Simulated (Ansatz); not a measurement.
This log comes from Ansatz, run on AlGa3P4 as one 8-atom ordering (R3m) on the zincblende lattice. The geometry is the r2SCAN minimum.

The cell:
```
Al Ga P
1.0
     1.92991    1.11424   12.60484
    -1.92991    1.11424   12.60484
     0.00000   -2.22847   12.60484
Al Ga P
1 3 4
Direct
  0.99993 0.99993 0.99993
  0.24987 0.24987 0.24987
  0.49997 0.49997 0.49997
  0.75018 0.75018 0.75018
  0.31247 0.31247 0.31247
  0.56241 0.56241 0.56241
  0.81257 0.81257 0.81257
  0.06259 0.06259 0.06259
```

What the program printed (shortened):
```
scf.n_extra_bands = 6 over 31 filled bands (N_el = 62.0): the run solves 37 bands
Pseudopotential: Al, paw, valence charge 3, recommended cutoff 420 eV
Pseudopotential: Ga, paw, valence charge 13, recommended cutoff 420 eV
Pseudopotential: P, paw, valence charge 5, recommended cutoff 420 eV
Crystal: 8 atoms, lattice volume = 162.631 Å³
Basis set: ecut = 420 eV, 3223 PW (Γ), FFT grids on a1−a2, a2, −a2+a3
Symmetry: 6 space group operations
Space group: R3m (ITA 160)
k-points: 13 of 64 (time reversal used)
[warm-up without exact exchange]
SCF 1 stopped early in 5 iterations: F = -14912.818602 eV  dr2 = 6.93e-5
[exact exchange on]
SCF 2 stopped early in 8 iterations: F = -14918.054998 eV  dr2 = 6.23e-6
hybrid outer 1: dexx = +4.287e-2 eV, tail = 1.11e-4 eV
SCF 3 converged in 7 iterations: F = -14918.054519 eV  dr2 = 3.50e-9
hybrid outer 2: dexx = +6.600e-6 eV, tail = 7.33e-8 eV, Δε = 3.61e-3 eV, ΔF = 7.91e-3 eV/Å
Free energy (F): -14918.054519 eV
Fermi energy:    5.785516 eV
--- Forces (eV/Å), atoms counted from 1 ---
  atom   1  Al      0.00000      0.00000      0.02106
  atom   2  Ga      0.00000      0.00000      0.00135
  atom   3  Ga      0.00000      0.00000      0.00274
  atom   4  Ga      0.00000      0.00000    -0.01002
  atom   5  P       0.00000      0.00000      0.03405
  atom   6  P       0.00000      0.00000    -0.00270
  atom   7  P       0.00000      0.00000    -0.00030
  atom   8  P       0.00000      0.00000    -0.04618
--- Stress (GPa, compression-positive) ---
        0.764905       0.000000       0.000000
        0.000000       0.764905       0.000000
        0.000000       0.000000      -0.122827
  P = ⅓ Tr σ = 0.4690 GPa (4.690 kbar)
--- Band table (eV; the first three rows and the last of 13) ---
  k-point 0: bands = […, 4.9774, 5.1620, 5.1620, 5.7620, 5.7620, 5.7855, 9.1029, 9.4178, 9.6104, 10.2348, …]
  k-point 1: bands = […, 3.7247, 3.7373, 3.8065, 4.7835, 4.9158, 5.0966, 9.4677, 9.8423, 10.1429, 10.7917, …]
  k-point 2: bands = […, 3.0865, 3.1580, 3.5718, 3.6973, 4.2463, 4.3131, 8.9959, 9.1804, 9.9259, 10.0003, …]
  k-point 12: bands = […, 4.7812, 4.7812, 5.4243, 5.4243, 5.6259, 5.6259, 9.2097, 9.3837, 9.9426, 10.5031, …]
```

Levels at the listed points, from bands.tsv (eV from the Fermi energy, bands near the gap, counted from 0):
```tsv
# k_distance	band_26	band_27	band_28	band_29	band_30	band_31	band_32	band_33	band_34
# fermi_ev = 5.785516
# [0, 0, 0] at k_distance = 0.000000
# [-0.5, -0.5, -0.5] at k_distance = 0.249237
# [-0.5, -0.1718760677, -0.8281239323] at k_distance = 1.317505
# [-0.1718760677, 0.1718760677, -0.5] at k_distance = 1.486240
# [0, 0, -0.5] at k_distance = 2.045814
# [0, 0.3359380338, -0.3359380338] at k_distance = 2.598991
# [-0.3359380338, 0, -0.6640619662] at k_distance = 2.765797
# [-0.5, 0, -0.5] at k_distance = 3.299931
# [0.377604, 0.377604, -0.080729] at k_distance = 4.245038
# levels_relative_to = fermi_ev
0.000	-0.624	-0.624	-0.023	-0.023	0.000	3.317	3.632	3.825	4.449
0.249	-1.004	-0.361	-0.361	-0.160	-0.160	3.424	3.598	4.157	4.718
1.318	-3.971	-2.459	-2.457	-2.169	-2.135	4.038	4.198	5.110	5.164
1.486	-3.971	-2.459	-2.457	-2.169	-2.135	4.038	4.198	5.110	5.164
2.046	-2.628	-2.214	-2.088	-1.539	-1.472	3.210	3.395	4.140	4.215
2.599	-3.910	-2.559	-2.312	-2.296	-2.053	3.940	4.427	4.706	5.507
2.766	-3.910	-2.559	-2.312	-2.296	-2.053	3.940	4.427	4.706	5.507
3.300	-2.818	-2.185	-2.114	-1.175	-1.142	2.911	3.208	3.561	3.967
4.245	-2.785	-2.281	-1.972	-1.309	-1.180	2.910	3.340	3.647	3.853
```
In order the rows are Γ, T, H₂, H₀, L, S₀, S₂, F, (0.378, 0.378, -0.081).

Q: Which of these blocks stood in the input: relax, gw, phonons, dielectric, magnetization (spin_orbit)?

A: None of them. A single point prints forces and stress when the output block asks for them.

Q: Which k mesh was typed?

A: 4×4×4, Γ-centred.

Q: How were the bands filled?

A: Fixed occupations.

Q: Which functional?

A: PBE0. The exchange loop shows exact exchange. Close relatives of this functional can't be ruled out from these lines alone.

Command: `ansatz run input.yaml --threads 4 --pin off --max-ram 6451MiB --backend cpu --events-out ev --progress --plain --runs-dir out`. Wall time 91 s on 4 threads of AMD EPYC 9R45 96-Core Processor (Zen 5), with other jobs on the host, load about 0.4 per core; peak host memory 3.2 GiB.

No spin polarisation. The prototype was imposed, so other structures may be more stable.

The program warns that its thresholds are loose for a hybrid's stress.
